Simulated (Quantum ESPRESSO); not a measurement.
# Planted mistakes on one cell of Al3ZnO5F

The results below are calculated, not measured. They come from pw.x of Quantum ESPRESSO 7.5, a plane-wave density functional program, with PseudoDojo standard norm-conserving files (v0.5 for PBE, v0.4.1 for LDA and PBEsol). The cells are made up: elements, strain and atom displacements were drawn at random, and nothing was relaxed. There is no spin polarisation, spin-orbit coupling or dispersion term.

The cell has 10 sites of a corundum lattice. Sites 1 to 4 hold Al Zn Al Al; sites 5 to 10 hold O O O O O F. Cell vectors in Å: (2.373, 1.325, 4.303); (-2.428, 1.371, 4.319); (0.013, -2.773, 4.335). Settings: PBE, cutoff 1143 eV, 6 x 6 x 6 k mesh shifted by half a step, Fermi-Dirac smearing of 0.025 eV.

The intended run has a self-consistency threshold of 1e-07 eV, a smearing term of 0.000 eV, a pressure of 23.32 GPa and 11 iterations. Each further run changes one thing: all lengths scaled by 1.0106; atoms of sites 1 and 2 exchanged; cutoff 632 eV; files of PBEsol; k mesh 2 x 2 x 2; one electron added; threshold 0.6 eV. A coarse mesh keeps the shift, and a charged cell sits in a uniform background.

```
run  change of free energy (eV)  smearing term -TS (eV)  change of P (GPa)  largest change of a force component (eV/Å)  iterations
  A                       0.024                   0.000               0.01                                       0.023          11
  B                       0.232                   0.000               0.39                                       4.857          11
  C                       0.123                   0.000             -12.56                                       0.273           3
  D                      -0.325                   0.000              -8.60                                       0.209          11
  E                      15.923                  -0.003              45.86                                       0.845          11
  F                      11.974                   0.000              -6.54                                       0.194          11
  G                      22.768                   0.000            -215.30                                       0.311          10
```

A rerun of the intended cell at 1437 eV and k mesh 8 x 8 x 8 moved values by no more than 0.003 eV in the cell's energy, 0.03 GPa in stress and 0.002 eV/Å in force.

Question: which change belongs to which run?

## Worked reading

Run C has the fewest iterations, as a run stopped early does. Run G has a higher energy and the largest fall in pressure, as too small a basis gives. Run D changes the volume by a factor of 1.0321; minus its pressure change over the logarithm of that factor, 272 GPa, is a rough bulk modulus with clamped atoms. Energies from files of another functional, or of a charged cell, have another zero and say nothing on stability; the pressure of a charged cell rests on the program's zero of potential too.

## Key

| run | change |
| --- | --- |
| A | k mesh 2 x 2 x 2 |
| B | atoms of sites 1 and 2 exchanged |
| C | threshold 0.6 eV |
| D | all lengths scaled by 1.0106 |
| E | one electron added |
| F | files of PBEsol |
| G | cutoff 632 eV |